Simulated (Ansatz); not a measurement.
According to DFT-PBE in the program Ansatz with PAW potentials, GaGe₁₆Si₁₅ in the monoclinic phase (Cm; Pearson symbol mS64) relaxes to a = 11.229 Å, b = 15.874 Å, c = 9.717 Å, β = 125.3°. Ga has 4 nearest neighbours from 2.41 Å (tetrahedral); Ge on 4b has 4 nearest neighbours from 2.42 Å (tetrahedral); Ge on 2a has 4 nearest neighbours from 2.42 Å (tetrahedral); Ge on 2a has 4 nearest neighbours from 2.48 Å (tetrahedral). Its formation energy from the elements is 0.038 eV/atom, with no fitted shifts.

Electronic character: metallic (no gap).

The bulk modulus is 71.5 GPa. The elastic constants imply a Debye temperature near 414 K. Bader charges are Ga +0.19, Ge -0.23 to +0.01, Si +0.14 to +0.22 e.

The start of the workflow was typed in or built on a structure type; neither database checked (COD, Materials Project) lists it. Whether it is the stable phase at ambient conditions was not checked. The cell was relaxed with PBE under the symmetry of its start; its stability against distortions is not shown here. As this level gives no gap, shear constants depend on the k-mesh and smearing (Fermi–Dirac, 0.1 eV here). The references are the lowest solids computed at this level, not always the standard phases. Scalar-relativistic: spin–orbit coupling is off unless named, which matters more the heavier the elements.

Potentials: the later of the program's two PAW sets.
